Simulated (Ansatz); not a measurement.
LaP (PbO-type structure)

Method: PBEsol, scalar-relativistic; no spin polarisation; PAW, 420 eV, Γ-centred 6×6×8 mesh, 0.05 eV Gaussian smearing; code Ansatz. The datasets are Ansatz's generated set soft_2.

```xyz
4
Lattice="5.1514 0.0000 0.0000 0.0000 5.1514 0.0000 0.0000 0.0000 3.6001" Properties=species:S:1:pos:R:3 pbc="T T T"
La    2.5757    0.0000    1.3180
La    0.0000    2.5757    2.2821
P     0.0000    0.0000    0.0000
P     2.5757    2.5757    0.0000
```

The start was a prototype's sites filled with these elements. The Crystallography Open Database lists the compound in space group Fm-3m (rock salt), so this is a trial structure.

Cell and atoms are those of this level's equilibrium.

The cell has space group P4/nmm (read at 0.01 Å). In it the stress is 0.01, 0.01, 0.01, 0.00, 0.00, 0.00 GPa and the largest force component 0.001 eV/Å. Each change below starts from this cell, without further relaxation. Stress is in GPa, positive in compression, in the order xx, yy, zz, yz, xz, xy; energies are counted from the cell above and are free energies with the smearing's entropy, which match forces and stress in a metal.

Question: What happens when atom 2 (La) is moved by 0.05 Å along z?

Answer: The energy changes by 4.4 meV per cell, and the force on it along the shift is -0.177 eV/Å (−F/u = 3.54 eV/Å²). Stress: 0.36, 0.36, 0.35, 0.00, 0.00, 0.00.
```tsv
atom	Fx (eV/Å)	Fy	Fz
La1	0.000	0.000	0.018
La2	0.000	0.000	-0.177
P3	0.000	0.000	0.079
P4	0.000	0.000	0.079
```
In a harmonic crystal the energy would rise by −½F·u = ½ × 3.54 × 0.05² eV = 4.4 meV, which matches.

Question: What stress follows from an engineering strain of -1 % in yy, atoms carried along?

Answer: 0.79, 1.42, 0.48, 0.00, 0.00, 0.00 GPa; the energy changes by 4.2 meV per cell.
```
atom  Fx (eV/Å)     Fy      Fz
 La1      0.000  0.000   0.043
 La2      0.000  0.000  -0.043
  P3      0.000  0.000   0.057
  P4      0.000  0.000  -0.057
```
The change of the stress over the strain gives a clamped-atom stiffness of about 141 GPa for this component, a secant value that lies under the elastic constant in tension and over it in compression, by several per cent for each per cent of strain.
In a harmonic crystal the energy would rise by V(½Cε² − σ₀ε), with σ₀ the stress of the unstrained cell, = 4.3 meV, which matches.

For elements this heavy, spin–orbit coupling would shift levels and gaps; it isn't included here.
